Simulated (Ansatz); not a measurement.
K₂NaInF₆ in space group Fm-3m (No. 225; K on 8c, Na on 4b, In on 4a, F on 24e), the program Ansatz at the PBEsol level (PAW). The conduction-band minimum lies at Γ, with 1 equivalent valley. Second derivatives d²E/dk² of the lowest band at one valley (eV·Å²), along Cartesian directions:

```tsv
direction	d²E/dk²
[100]	13.14
[010]	13.14
[001]	13.14
[110]	13.14
[101]	13.14
[011]	13.14
```

Question: Find the principal effective masses, the density-of-states mass and the conductivity mass.

Answer: Off-diagonal terms follow from H_xy = H[110] − (H_xx + H_yy)/2, and m*/mₑ = 7.620 eV·Å² over each eigenvalue: 0.58, 0.58, 0.58. One valley's DOS mass (m₁m₂m₃)^(1/3) = 0.58, conductivity mass 3/(Σ 1/mᵢ) = 0.58 mₑ.

Question: What effective density of states Nc follows at 300 K for parabolic valleys?

Answer: Nc = 2.509e19 × 1 × (0.58)^(3/2) ≈ 1.1e19 cm⁻³.

The workflow started from a Materials Project entry (that database holds measured and hypothetical structures alike); the Crystallography Open Database copy checked does not list it. Its standing as an ambient phase is unchecked. The PBEsol relaxation kept the symmetry of its start; its stability against distortions is not shown here. Scalar-relativistic: spin–orbit coupling is off unless named, which matters more the heavier the elements.

Potentials: the later of the program's two PAW sets.

Edges and masses are those of Kohn–Sham bands, whose gap is no quasiparticle gap.
